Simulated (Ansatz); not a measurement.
# Bi2S3 from LDA upwards

The starting cell is an entry of the Crystallography Open Database (2004):

```
CELL_PARAMETERS angstrom
11.34500 0.00000 0.00000
0.00000 3.99400 0.00000
0.00000 0.00000 11.19300
ATOMIC_POSITIONS crystal
Bi 0.48350 0.25000 0.32570
Bi 0.01650 0.75000 0.82570
Bi 0.98350 0.25000 0.17430
Bi 0.51650 0.75000 0.67430
Bi 0.34070 0.75000 0.03390
Bi 0.15930 0.25000 0.53390
Bi 0.84070 0.75000 0.46610
Bi 0.65930 0.25000 0.96610
S 0.28350 0.25000 0.19430
S 0.21650 0.75000 0.69430
S 0.78350 0.25000 0.30570
S 0.71650 0.75000 0.80570
S 0.54950 0.75000 0.12860
S 0.95050 0.25000 0.62860
S 0.04950 0.75000 0.37140
S 0.45050 0.25000 0.87140
S 0.37670 0.75000 0.44140
S 0.12330 0.25000 0.94140
S 0.87670 0.75000 0.05860
S 0.62330 0.25000 0.55860
```

Atoms and cell were relaxed at zero pressure with plane-wave PAW DFT (Ansatz 0.2.0; one set of PAW datasets, made under PBE, for all functionals; 420 eV, r2SCAN 500 eV; 2×6×2 Γ-centred mesh, fermi-dirac occupations of width 0.020 eV; no spin polarisation, no spin-orbit coupling, no dispersion correction), keeping the symmetry (Pnma, No. 62).

**Question.** What cells and energies do LDA, PBEsol, PBE, r2SCAN give?

**Answer.** The relaxed conventional cells:

```json
{"functional": "LDA", "a (Å)": "11.020", "b (Å)": "3.939", "c (Å)": "10.831", "volume (Å³/atom)": "23.51", "formation energy (eV/atom)": "-0.409"}
{"functional": "PBEsol", "a (Å)": "11.190", "b (Å)": "3.965", "c (Å)": "10.939", "volume (Å³/atom)": "24.27", "formation energy (eV/atom)": "-0.399"}
{"functional": "PBE", "a (Å)": "11.836", "b (Å)": "4.019", "c (Å)": "11.186", "volume (Å³/atom)": "26.61", "formation energy (eV/atom)": "-0.363"}
{"functional": "r2SCAN", "a (Å)": "11.645", "b (Å)": "4.001", "c (Å)": "11.182", "volume (Å³/atom)": "26.05", "formation energy (eV/atom)": "-0.427"}
{"functional": "the entry", "a (Å)": "11.345", "b (Å)": "3.994", "c (Å)": "11.193", "volume (Å³/atom)": "25.36", "formation energy (eV/atom)": "–"}
```

LDA gives the smallest volume and PBE the largest, 13.2 % more, the usual order, since LDA overbinds and PBE's gradient terms loosen the lattice. Against the entry's volume: LDA -7.3 %, PBEsol -4.3 %, PBE +4.9 %, r2SCAN +2.7 %; r2SCAN comes nearest. The axis a stretches most from LDA to PBE (7.4 %), the mark of a weakly bound direction, where the missing dispersion matters. The formation energies span 0.06 eV an atom, lowest under r2SCAN.

Caveats: each relaxation keeps the start's symmetry, so a distorted cell may lie lower; computed cells are at 0 K with fixed nuclei, while the entry holds thermal expansion, often some tenths of a per cent in volume and more in soft crystals; no spin-orbit coupling, which moves formation energies of heavy elements; without dispersion the spacing of weakly bound layers is ill defined; formation energies are at zero smearing against the elements' usual phases under the same functional, gases as free molecules, uncorrected.
